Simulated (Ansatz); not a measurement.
Here is the system:

ScPd₃C:
```yaml
crystal:
  lattice:
    - [4.17901, 0.00000, 0.00000]
    - [0.00000, 4.17901, 0.00000]
    - [0.00000, 0.00000, 4.17901]
  atoms:
    - { symbol: Sc, position: [0.00000, 0.00000, 0.00000] }
    - { symbol: Pd, position: [0.00000, 0.50000, 0.50000] }
    - { symbol: Pd, position: [0.50000, 0.00000, 0.50000] }
    - { symbol: Pd, position: [0.50000, 0.50000, 0.00000] }
    - { symbol: C, position: [0.50000, 0.50000, 0.50000] }
```

This is the r²SCAN-relaxed structure.

### Question
All from r²SCAN in the plane-wave PAW code Ansatz, unless another level is named. Predict the bulk modulus (Birch–Murnaghan fit).

### Answer
178 GPa.

### Question
Predict the elastic constants (relaxed ions, GPa).

### Answer
C11 = 274, C12 = 130, C44 = 6.8.

Space group Pm-3m (anti-perovskite). The start of the workflow was typed in or built on a structure type; neither database checked (COD, Materials Project) lists it. Its standing as an ambient phase is unchecked. The r²SCAN relaxation kept the symmetry of its start; its stability against distortions is not shown here. The run is not spin-polarised. As this level gives no gap, shear constants depend on the k-mesh and smearing (Fermi–Dirac, 0.1 eV here).

Potentials: the later of the program's two PAW sets.
